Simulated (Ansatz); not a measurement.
Phonons of BePd (CsCl type) at Γ, X = (0.5, 0.0, 0.0), M = (0.5, 0.5, 0.0), R = (0.5, 0.5, 0.5).

BePd (CsCl type)

```yaml
crystal:
  lattice:
    - [2.77263, 0.00000, 0.00000]
    - [0.00000, 2.77263, 0.00000]
    - [0.00000, 0.00000, 2.77263]
  atoms:
    - { symbol: Be, position: [0.00000, 0.00000, 0.00000] }
    - { symbol: Pd, position: [0.50000, 0.50000, 0.50000] }
```

Calculation: LDA (plane waves to 420 eV, PAW, scalar-relativistic; Ansatz, a quantum-chemistry and plane-wave program). Harmonic phonons by density-functional perturbation theory on a 18×18×18 k mesh, in cm⁻¹ and rounded to 5; i marks imaginary ones, q is in fractions of the reciprocal vectors of the cell shown, and the three acoustic modes at Γ are left out. BePd is run without spin polarisation. BePd was relaxed with its symmetry unable to fall.

```csv
q,wavenumbers (cm⁻¹)
Γ,385 (×3)
"X = (0.5, 0.0, 0.0)","110 (×2), 225, 425 (×2), 475"
"M = (0.5, 0.5, 0.0)","115, 165 (×2), 370, 385 (×2)"
"R = (0.5, 0.5, 0.5)","185 (×3), 425 (×3)"
```

The structure shows no imaginary mode at these points (lowest 110 cm⁻¹ at X = (0.5, 0.0, 0.0)); other wave vectors were not tested.

Highest mode: 475 cm⁻¹ at X = (0.5, 0.0, 0.0).
